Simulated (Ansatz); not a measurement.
According to the program Ansatz at the r²SCAN level (PAW), C in the orthorhombic phase (Ibam; C on 8j, C on 4a) relaxes to a = 2.658 Å, b = 5.550 Å, c = 4.656 Å.

It is gapped at this level: 3.15 eV (smallest direct gap 3.17 eV). HSE06 on the same cell gives 3.95 eV. The hole mass is 0.41, 0.51, 0.98 mₑ (principal values).

The bulk modulus is 385 GPa. The elastic constants imply a Debye temperature near 2080 K.

The start of the workflow was typed in or built on a structure type; neither database checked (COD, Materials Project) lists it. It is not the phase usual at ambient conditions (space group No. 194, 227). Symmetry was held in the r²SCAN relaxation; whether a distortion lowers the energy is not shown. The volume moved by 19 % from the start of the relaxation.

Potentials: the later of the program's two PAW sets.
